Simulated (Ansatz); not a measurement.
AgI (zinc blende)

```cif
data_AgI
_chemical_formula_sum 'I1 Ag1'
_space_group_name_H-M_alt 'P 1'
_space_group_IT_number 1
_cell_length_a 4.56074
_cell_length_b 4.56074
_cell_length_c 4.56074
_cell_angle_alpha 60.000
_cell_angle_beta 60.000
_cell_angle_gamma 60.000
loop_
_space_group_symop_operation_xyz
  'x, y, z'
loop_
_atom_site_label
_atom_site_type_symbol
_atom_site_fract_x
_atom_site_fract_y
_atom_site_fract_z
_atom_site_occupancy
I1 I 0.75000 0.75000 0.75000 1
Ag1 Ag 0.00000 0.00000 0.00000 1
```

This relaxed cell (volume V₀) is scaled evenly in all directions, its shape held. Symmetry pins the atoms to their sites.

Computed with PBEsol (plane waves to 420 eV, PAW, scalar-relativistic; Ansatz, a program for electronic structure). k mesh 9×9×9 (Γ-centred), Fermi-Dirac smearing 0.05 eV. The energy includes the smearing's −TS. Compression counts positive. AgI was relaxed with its symmetry unable to fall. Spin-orbit coupling is left out, though I is heavy. The zero of ΔE is the relaxed starting cell.

```json
[
 {"a (Å)": "6.3182", "ΔE (eV/atom)": "0.0148", "P (GPa)": "2.51"},
 {"a (Å)": "6.3516", "ΔE (eV/atom)": "0.0081", "P (GPa)": "1.79"},
 {"a (Å)": "6.3847", "ΔE (eV/atom)": "0.0035", "P (GPa)": "1.14"},
 {"a (Å)": "6.4174", "ΔE (eV/atom)": "0.0008", "P (GPa)": "0.54"},
 {"a (Å)": "6.4499", "ΔE (eV/atom)": "0.0000", "P (GPa)": "0.00"},
 {"a (Å)": "6.4819", "ΔE (eV/atom)": "0.0008", "P (GPa)": "-0.49"},
 {"a (Å)": "6.5137", "ΔE (eV/atom)": "0.0030", "P (GPa)": "-0.93"},
 {"a (Å)": "6.5452", "ΔE (eV/atom)": "0.0066", "P (GPa)": "-1.34"},
 {"a (Å)": "6.5764", "ΔE (eV/atom)": "0.0113", "P (GPa)": "-1.70"}
]
```

Summary:

- Pressure at the smallest volume = 2.51 GPa
- Energy cost of the largest compression = 14.8 meV/atom
- Energy cost of the largest expansion = 11.3 meV/atom
- Bulk modulus B₀ (third-order Birch-Murnaghan fit) = 34.2 GPa
- Pressure derivative B₀′ (fit) = 5.4
- Equilibrium volume of the fit = 33.54 Å³/atom
- Pressure for 5 % compression (fit) = 2.0 GPa

(Under strain, the slope of the energy per volume gives the stress and its curvature an elastic modulus.)
